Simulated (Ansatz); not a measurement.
One starting cell of ZnSnN2 (a generated cell, ZnSnN2 placed in the beta-NaFeO2 structure type) was relaxed twice with Ansatz (plane waves, PAW, scalar-relativistic): with r2SCAN at 500 eV and with PBE at 420 eV. The r2SCAN result:

```xyz
16
Lattice="5.8466 0.0000 0.0000 0.0000 6.7330 0.0000 0.0000 0.0000 5.4742" Properties=species:S:1:pos:R:3 pbc="T T T"
Zn     0.4834     4.2083     0.0072
Zn     5.3632     2.5247     2.7443
Zn     3.4067     5.8912     0.0072
Zn     2.4399     0.8418     2.7443
Sn     0.5148     0.8411     0.0095
Sn     5.3318     5.8919     2.7466
Sn     3.4381     2.5254     0.0095
Sn     2.4085     4.2076     2.7466
N      0.4824     0.8456     2.0844
N      5.3642     5.8874     4.8215
N      3.4057     2.5209     2.0844
N      2.4409     4.2121     4.8215
N      0.4676     4.2036     2.0594
N      5.3791     2.5294     4.7965
N      3.3909     5.8959     2.0594
N      2.4558     0.8371     4.7965
```

| quantity | r2SCAN | PBE |
|---|---|---|
| space group | Pna2₁ | Pna2₁ |
| volume (Å³/atom) | 13.47 | (withheld) |
| a (Å) | 5.847 | (withheld) |
| b (Å) | 6.733 | (withheld) |
| c (Å) | 5.474 | (withheld) |
| gap (eV, no spin-orbit coupling) | 0.53 | (withheld) |

Problem. Fill in the PBE column.

Solution. 
- volume (Å³/atom), PBE: 13.91
- a (Å), PBE: 5.906
- b (Å), PBE: 6.805
- c (Å), PBE: 5.537
- gap (eV, no spin-orbit coupling), PBE: 0.11

Both levels end in the same structure; PBE's volume is 3.3 % larger; its gap is 0.42 eV smaller. Neither column is exact.

No spin polarisation in the result.

The run could not lose the symmetry of its start.

The first start was generated by placing the elements on the sites of a structure type. Materials Project lists a structure of ZnSnN2 in the same space group, Pna2₁ (No. 33); the sites were not compared with it, nor with measured phases.

Ansatz is a first-principles code.
